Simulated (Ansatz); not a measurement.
**What settings do to one calculation: S started on a Br site next to a Br vacancy in cubic perovskite CsSnBr3, 9 atoms, charge +2**

Ansatz (PAW, plane waves), atoms fixed. The base input:

```yaml
crystal:
  lattice:
    - [11.500000, 0.000000, 0.000000]
    - [0.000000, 5.750000, 0.000000]
    - [0.000000, 0.000000, 5.750000]
  atoms:
    - { symbol: Cs, position: [0.001550, 0.000227, 0.995560] }
    - { symbol: Cs, position: [0.498947, 0.000693, 0.997297] }
    - { symbol: Sn, position: [0.249330, 0.493698, 0.501646] }
    - { symbol: Sn, position: [0.747285, 0.498661, 0.506733] }
    - { symbol: Br, position: [0.750852, 0.505148, 0.002377] }
    - { symbol: Br, position: [0.000284, 0.500479, 0.496040] }
    - { symbol: Br, position: [0.253117, 0.996600, 0.498765] }
    - { symbol: Br, position: [0.751016, 0.993826, 0.506756] }
    - { symbol: S, position: [0.499817, 0.497452, 0.498116] }
kpoints:
  mp_grid: { grid: [2, 2, 2], shift: [0.5, 0.5, 0.5] }
hamiltonian:
  xc: pbesol
total_charge: 2
scf:
  occupations: { method: fermi_dirac, width: 0.01 }
output:
  forces: true
  eigenvalues: true
  populations: true
  charged_corrections: { epsilon: 30 }
```

Command:

```sh
ansatz run in.yaml --threads 7 --pin off --max-ram 13300MiB --runs-dir r --events-out ev --progress --plain
```

It converged in 20 iterations and 2.9 s of wall time on 7 threads of a Neoverse-V2 processor, on a host shared with other runs; peak host memory 0.9 GiB; largest force component 0.71 eV/Å. The cutoff was the default, 420 eV. The base isn't a converged reference: it has few k points, and its atoms are unrelaxed. Each run below changes the keys shown and caps the iterations.

```tsv
run	changed	ending	iterations	free energy less the base (meV per atom)	rms change of forces (eV/Å)	change of pressure (GPa)	wall time (s, shared host)
1	mixing algorithm anderson, xc_grid 2 (2 is the default), max_iter 100	converged	16	0.0	0.000	–	2.1 CPU
2	width 0.5 eV, ecutrho_ratio 8, max_iter 90	converged	9	-228.6	0.261	–	2.6 CPU
3	max_iter 9	not converged	–	–	–	–	–
4	xc revpbe, width 0.1 eV, max_iter 4	not converged	–	–	–	–	–
5	ecutwfc 300 eV, mixing beta 1.0, max_iter 90	converged	19	20.9	0.002	–	1.7 CPU
6	ecutrho_ratio 1, max_iter 60	converged	20	-10.1	0.010	–	2.3 CPU
7	dr2_threshold 0.0001, max_iter 80	converged	16	0.0	0.001	–	2.4 CPU
8	ecutwfc 400 eV, max_iter 50	converged	21	0.2	0.000	–	2.5 CPU
```

Problem. Which changes leave the result alone, and which of the same physical model moves the forces most?

Solution. The forces move by under 0.002 eV/Å in runs 1, 5, 7, 8. Run 2 (width 0.5 eV, ecutrho_ratio 8, max_iter 90) moves them most among the runs with the same functional, charge and dispersion term, by 0.261 eV/Å.

Problem. Why did some runs give no result?

Solution. - run 3: did not converge after 9 iterations: dr2 = 3.05e-1 (threshold 1.00e-7), under the density mixer `msr1`, which `scf.mixing.algorithm: auto` chose by the deck's other keys (type `scf.mixing.algorithm: msr1` to keep it);
- run 4: did not converge after 4 iterations: dr2 = 1.26e-1 (threshold 1.00e-7), under the density mixer `msr1`, which `scf.mixing.algorithm: auto` chose by the deck's other keys (type `scf.mixing.algorithm: msr1` to keep it);
